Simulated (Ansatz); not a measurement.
Problem. Al$_{2}$Cu in space group I4/mcm (No. 140; Al on 8h, Cu on 4a) is relaxed with plane-wave PAW LDA (Ansatz code). What lattice parameters of the conventional cell result?

Solution. a = 5.936 Å, c = 4.781 Å.

Problem. Give the free coordinates with the occupied sites.

Solution. In one choice of origin and axes:

```json
[
 {"atom": "Al", "site": "8h", "symmetry": "m.2m", "x": "0.1595", "y": "0.3405", "z": "0.0000"},
 {"atom": "Cu", "site": "4a", "symmetry": "422", "x": "0.0000", "y": "0.0000", "z": "0.2500"}
]
```

The LDA relaxation kept the symmetry of its start; of distortions, only those at the zone centre were tested. The run is not spin-polarised. Axis ratios of metals converge slowly with the k-mesh, so a and c are less sure than the volume.

Potentials: the later of the program's two PAW sets.
